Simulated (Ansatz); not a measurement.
Optical constants of Ta$_{2}$Si

Level of theory: DFT LDA, scalar-relativistic, plane waves, PAW in Ansatz. Plane waves to 420 eV; Γ-centred k mesh 10×10×10; Fermi-Dirac smearing of 0.15 eV. No spin polarisation.

Relaxed structure:
```
Ta Si
1.0
    -3.04674    3.04674    2.50526
     3.04674   -3.04674    2.50526
     3.04674    3.04674   -2.50526
Ta Si
4 2
Direct
  0.66243 0.83757 0.50000
  0.83757 0.33757 0.17515
  0.33757 0.16243 0.50000
  0.16243 0.66243 0.82485
  0.25000 0.25000 0.00000
  0.75000 0.75000 0.00000
```

In a metal these results depend on the k mesh and the smearing. Spin–orbit coupling is left out, which matters for heavy elements.

Independent-particle response (no local fields, no excitons) on a 16×16×16 mesh, broadened by 0.1 eV; the Drude term is undamped and its weight carries the smearing above, which sets much of it in a semimetal. The run couldn't bound its error over part or most of this range, so small peaks and near ties are unsure. Light polarised along y. ε₁ lacks the small share of bands above those solved.

Question: Tabulate ε₁ and ε₂ against photon energy.

Answer:
```
E (eV)       ε₁     ε₂
   0.2  -225.19  95.34
   0.6   -13.88  49.80
   1.0     7.00  31.34
   1.4    11.35  26.81
   1.8    10.52  28.41
   2.2     5.37  26.94
   2.6     2.27  23.61
   3.0    -1.06  20.59
   3.4    -2.15  16.00
   3.8    -1.32  14.51
   4.2    -1.70  11.16
   4.6     0.54  10.89
   5.0    -0.23   9.65
   5.4     1.36   9.02
   5.8     2.08   8.66
   6.2     3.30   9.73
   6.6     3.27  14.33
   7.0    -2.39  13.99
   7.4    -3.90  10.24
   7.8    -2.58  10.25
   8.2    -4.03   8.80
   8.6    -5.20   9.30
   9.0    -5.49   6.80
   9.4    -5.21   6.31
   9.8    -5.54   5.05
  10.2    -5.16   3.99
  10.6    -4.53   3.44
```

Question: Where is the highest local maximum of ε₂ between 0.3 and 11 eV?

Answer: At 1.1 eV, where ε₂ = 31.5.

Cost: 1 run of about 27 core-minutes, on AMD EPYC (Zen 3) (shared hosts).